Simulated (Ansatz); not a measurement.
MoSi₂ (MoSi2 type, space group I4/mmm)

```yaml
crystal:
  lattice:
    - [-1.60108, 1.60108, 3.90975]
    - [1.60108, -1.60108, 3.90975]
    - [1.60108, 1.60108, -3.90975]
  atoms:
    - { symbol: Mo, position: [0.00000, 0.00000, 0.00000] }
    - { symbol: Si, position: [0.33530, 0.33530, 0.00000] }
    - { symbol: Si, position: [0.66470, 0.66470, 0.00000] }
```

The slice is a (001) plane (indices of the conventional cell) through the point (0.000, 0.000, 0.000) (fractional), spanned by u = [101] and v = [011] in vectors of this cell: u (3.20 Å) and v (3.20 Å, at 90° to u). It covers one period; positions are fractions (u, v).

The numbers are results of r2SCAN (plane waves to 500 eV, PAW, scalar-relativistic; Ansatz, a program for electronic structure), not measurements. k mesh 14×14×14. Inside the PAW spheres the values are not all-electron values, and peaks at nuclei hang on which shells count as valence. MoSi2 is run without spin polarisation. MoSi2 was relaxed with its symmetry unable to fall. The PAW data are Ansatz's earlier set.

Three fields on this plane, each scaled to ten steps between its own extremes (0 low, 9 high; the total valence density on a logarithmic scale, the potential cut 8 eV below its top; x marks points blanked near nuclei; v = 0 in the bottom row):

Map A
```
|xxxxxxx0145410xxxxxx|
|xxxxxx202565202xxxxx|
|xxxxxx113676311xxxxx|
|xxxxx32357875323xxxx|
|xxxx3235789875323xxx|
|xx21234789998743212x|
|00013578999998753100|
|11235789999999875321|
|44567899999999987654|
|55678999999999998765|
|44567899999999987654|
|11235789999999875321|
|00013578999998753100|
|xx21234789998743212x|
|xxxx3235789875323xxx|
|xxxxx32357875323xxxx|
|xxxxxx113676311xxxxx|
|xxxxxx202565202xxxxx|
|xxxxxxx0145410xxxxxx|
|xxxxxxx0145410xxxxxx|
```

Map B
```
|xxxxxxx0689860xxxxxx|
|xxxxxx026999620xxxxx|
|xxxxxx047999740xxxxx|
|xxxxx01589998510xxxx|
|xxxx0047899987400xxx|
|xx00146788888764100x|
|00245777777777775420|
|66678887666667888766|
|88999987655567899998|
|99999987654567899999|
|88999987655567899998|
|66678887666667888766|
|00245777777777775420|
|xx00146788888764100x|
|xxxx0047899987400xxx|
|xxxxx01589998510xxxx|
|xxxxxx047999740xxxxx|
|xxxxxx026999620xxxxx|
|xxxxxxx0689860xxxxxx|
|xxxxxxx0689860xxxxxx|
```

Map C
```
|xxxxxxx4100014xxxxxx|
|xxxxxx941000149xxxxx|
|xxxxxx732111237xxxxx|
|xxxxx95321112359xxxx|
|xxxx9643222223469xxx|
|xx97543332223334579x|
|44433333333333333344|
|11122233333333322211|
|00011223333333221100|
|00011223333333221100|
|00011223333333221100|
|11122233333333322211|
|44433333333333333344|
|xx97543332223334579x|
|xxxx9643222223469xxx|
|xxxxx95321112359xxxx|
|xxxxxx732111237xxxxx|
|xxxxxx941000149xxxxx|
|xxxxxxx4100014xxxxxx|
|xxxxxxx4100014xxxxxx|
```

Task: Assign the maps to these fields: electron localisation function (ELF); valence electron density; electrostatic potential energy of an electron, from the cell's mean.

Result: A is the electron localisation function (ELF); B is the electrostatic potential energy of an electron, from the cell's mean; C is the valence electron density.
